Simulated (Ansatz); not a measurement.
Here is the system:

Te$_{2}$Rh:
```cif
data_Rh4Te8
_chemical_formula_sum 'Rh4 Te8'
_space_group_name_H-M_alt 'Pa-3'
_space_group_IT_number 205
_space_group_name_Hall '-P 2ac 2ab 3'
_cell_length_a 6.38887
_cell_length_b 6.38887
_cell_length_c 6.38887
_cell_angle_alpha 90.000
_cell_angle_beta 90.000
_cell_angle_gamma 90.000
loop_
_atom_site_label
_atom_site_type_symbol
_atom_site_symmetry_multiplicity
_atom_site_Wyckoff_symbol
_atom_site_fract_x
_atom_site_fract_y
_atom_site_fract_z
_atom_site_occupancy
Rh1 Rh 4 a 0.00000 0.00000 0.00000 1
Te1 Te 8 c 0.36722 0.36722 0.36722 1
```

This is the LDA-relaxed structure.

Task: All from LDA (plane waves, PAW; program Ansatz), unless another level is named. Give the electronic character.

Result: metallic (no gap).

Task: Next, the density of states at the Fermi level?

Result: 0.70 states/eV per atom (mean over ±0.08 eV).

Task: What about the formation energy from the elements (no fitted shifts)?

Result: -0.44 eV/atom.

The workflow started from an entry of the Crystallography Open Database (COD), which files this formula under 2 space groups. Its standing as an ambient phase is unchecked. The cell was relaxed with LDA under the symmetry of its start; of distortions, only those at the zone centre were tested. No spin polarisation was allowed. The references are the lowest solids computed at this level, not always the standard phases. Scalar-relativistic: spin–orbit coupling is off unless named, which matters more the heavier the elements.

Potentials: the later of the program's two PAW sets.
